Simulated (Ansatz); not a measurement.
AgI (zinc blende, F-43m), a = b = c = 6.348 Å, α = β = γ = 90.00°; the cell used has 2 atoms.

Relaxed with LDA.

Question: Decompose the optical modes at the zone centre into irreducible representations, and say which are infrared and Raman allowed.

Answer: Point group -43m: Γ_opt = T2. Infrared: T2. Raman: T2.

Question: Assign frequencies (DFPT, LDA in the plane-wave PAW code Ansatz; without the LO–TO term).

Answer: T2 118 cm⁻¹.

The cell was relaxed with LDA under the symmetry of its start; phonons on a q-mesh show no instability. The run is not spin-polarised. Scalar-relativistic: spin–orbit coupling is off unless named, which matters more the heavier the elements.

Potentials: the later of the program's two PAW sets.
